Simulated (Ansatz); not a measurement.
Crystals of one structure type (zinc blende) and one family of elements, relaxed and computed with PBE in the plane-wave PAW code Ansatz.

```csv
crystal,K_Hill (GPa),G_Hill (GPa)
InP,59.6,31.3
GaAs,61.2,40.7
AlAs,67.3,39.9
GaP,76.8,51.3
AlP,82.7,?
BP,162,162
BN,371,381
```

Q: Fit a straight line to ln G against ln K and predict the withheld value.

A: Least squares on the 6 shown rows: ln G = 1.34 × ln K + (-1.898), with a scatter of 10 %. For AlP this gives 55.6. The run itself gave 47.0, outside the scatter: the line misses something about this case.

All cells were relaxed under the symmetry of their starts (and spin orders); stability against distortions was not tested throughout. Scalar-relativistic: spin–orbit coupling is off unless named, which matters more the heavier the elements.

Potentials: the later of the program's two PAW sets.
